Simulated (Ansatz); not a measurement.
## WSe2: zone-centre modes

These are results of DFT PBEsol, scalar-relativistic, plane waves, PAW in Ansatz 0.2.0, not measurements. Cutoff 420 eV, Γ-centred 12×12×2 k-points, Gaussian smearing of 0.05 eV. Spin–orbit coupling is left out, which can shift energies with elements as heavy as these. No spin polarisation.

The undisturbed cell (relaxed at this level):

```yaml
crystal:
  lattice:
    - [3.27115, 0.00000, 0.00000]
    - [-1.63558, 2.83290, 0.00000]
    - [0.00000, 0.00000, 13.22067]
  atoms:
    - { symbol: W, position: [0.33333, 0.66667, 0.25000] }
    - { symbol: W, position: [0.66667, 0.33333, 0.75000] }
    - { symbol: Se, position: [0.33333, 0.66667, 0.62339] }
    - { symbol: Se, position: [0.66667, 0.33333, 0.12339] }
    - { symbol: Se, position: [0.33333, 0.66667, 0.87661] }
    - { symbol: Se, position: [0.66667, 0.33333, 0.37661] }
```

The cell holds layers and no dispersion correction was added, so their binding is poorly described.

Harmonic modes by finite displacements of 0.02 Å, without the LO–TO term.

Task: At this geometry, is the structure stable against these modes?

Result: Yes: no mode is imaginary beyond 10 cm⁻¹, and only the three translations lie near zero.

Task: List the wavenumbers in cm⁻¹.

Result: 0, 0, 0, 19, 19, 27, 173, 173, 174, 174, 246, 246, 246, 246, 247, 248, 305, 307.

Cost: 1 run of about 4.3 core-minutes, on Arm Neoverse V1 (shared hosts).